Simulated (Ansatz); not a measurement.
BN:
```yaml
crystal:
  lattice:
    - [2.54397, 0.00000, 0.00000]
    - [-1.27199, 2.20314, 0.00000]
    - [0.00000, 0.00000, 4.20776]
  atoms:
    - { symbol: B, position: [0.66667, 0.33333, 0.00020] }
    - { symbol: B, position: [0.33333, 0.66667, 0.50020] }
    - { symbol: N, position: [0.66667, 0.33333, 0.37480] }
    - { symbol: N, position: [0.33333, 0.66667, 0.87480] }
```

Relaxed with r²SCAN.

Task: Give the Bader charges and basin volumes of the independent atoms, r²SCAN (plane waves, PAW; program Ansatz).

Result: 

```json
[
 {"atom": "B1", "Bader charge (e)": "+2.26", "Bader volume (Å³)": "1.5"},
 {"atom": "N3", "Bader charge (e)": "-2.26", "Bader volume (Å³)": "10.3"}
]
```

Space group P6_3mc (wurtzite). The r²SCAN relaxation kept the symmetry of its start.

Potentials: the later of the program's two PAW sets.
